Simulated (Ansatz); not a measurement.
BeSe (zinc blende, space group No. 216), plane-wave PAW PBE (Ansatz code), all energies at zero smearing, with the estimated change up to a 700 eV cutoff added, with one set of potentials and settings (totals compare only within such a set). Cell of 2 atoms (1 Be, 1 Se): -5563.438 eV.

```tsv
element	reference phase	E (eV/atom)
Be	P6_3/mmc, 2 atoms in the cell	-92.7620
Se	P3_121, 3 atoms in the cell	-5469.0798
```

Formation energy per atom, worked out: (-5563.438 − 1×(-92.7620) − 1×(-5469.0798))/2 = -0.798 eV/atom (-77 kJ per mol of atoms), at 0 K, without zero-point energy or fitted corrections.

Space group F-43m (zinc blende). The PBE relaxation kept the symmetry of its start. The volume moved by 28 % from the start of the relaxation. The references are the lowest solids computed at this level, not always the standard phases.

Potentials: the later of the program's two PAW sets.
